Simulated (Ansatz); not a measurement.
According to PBEsol in the plane-wave PAW code Ansatz, TaSi₂ in the hexagonal phase (P6_222; Si on 6j, Ta on 3d) relaxes to a = 4.762 Å, c = 6.553 Å. Its formation energy from the elements is -0.58 eV/atom, with no fitted shifts.

Electronic character: metallic (no gap). Gap from PBEsol with spin–orbit coupling: none (metallic).

An equation-of-state fit gives a bulk modulus of 195 GPa. The relaxed-ion elastic constants in GPa are C11 = 383, C12 = 79.6, C13 = 94.4, C33 = 481, C44 = 141. The elastic constants imply a Debye temperature near 549 K. The highest mode at Γ lies at 411 cm^-1.

Symmetry was held in the PBEsol relaxation. The run is not spin-polarised. As this level gives no gap, shear constants depend on the k-mesh and smearing (Fermi–Dirac, 0.1 eV here). As this level gives no gap, phonon frequencies hold no LO–TO term and depend on the k-mesh and smearing (Fermi–Dirac, 0.1 eV here). On the denser mesh and wider smearing of the elastic run this cell carries a stress of 0.4 GPa. The references are the lowest solids computed at this level, not always the standard phases. Scalar-relativistic: spin–orbit coupling is off unless named, which matters more the heavier the elements.

Potentials: the later of the program's two PAW sets.
